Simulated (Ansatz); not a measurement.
NbSi₂:
```
CELL_PARAMETERS angstrom
      4.81295     0.00000     0.00000
     -2.40647     4.16813     0.00000
      0.00000     0.00000     6.61251
ATOMIC_POSITIONS crystal
  Nb 0.50000 0.00000 0.50000
  Nb 0.50000 0.50000 0.83333
  Nb 0.00000 0.50000 0.16667
  Si 0.15909 0.31818 0.50000
  Si 0.84091 0.15909 0.83333
  Si 0.68182 0.84091 0.16667
  Si 0.84091 0.68182 0.50000
  Si 0.15909 0.84091 0.83333
  Si 0.31818 0.15909 0.16667
```

Relaxed with PBE. Special points in fractions of this cell's reciprocal vectors: Γ (0.000, 0.000, 0.000); M (0.500, 0.000, 0.000); K (0.333, 0.333, 0.000); A (0.000, 0.000, 0.500); L (0.500, 0.000, 0.500); H (0.333, 0.333, 0.500).

Task: List the band energies nearest the Fermi level at these points for the program Ansatz at the PBE with spin–orbit coupling level (PAW).

Result: In eV from the Fermi level; about four levels below and three above (degenerate sets whole), none deeper than 8.9 eV; points with the same levels are listed once.

| k | below | above |
|---|---|---|
| Γ | -1.92 -1.92 -1.05 -1.05 | 0.76 0.76 3.10 3.10 |
| M | -0.14 -0.14 -0.01 -0.01 | 0.74 0.74 1.16 1.16 |
| K | -1.59 -1.58 -1.57 -1.57 | 0.28 0.31 0.31 |
| A | -1.44 -1.44 -1.35 -1.35 | 0.91 0.91 0.93 0.93 |
| L | -0.64 -0.64 -0.28 -0.28 | 1.38 1.38 1.76 1.76 |
| H | -0.23 -0.23 -0.13 -0.13 | 0.77 0.77 1.96 1.96 |

Space group P6_222. The cell was relaxed with PBE under the symmetry of its start. No spin polarisation was allowed.

Potentials: the later of the program's two PAW sets.
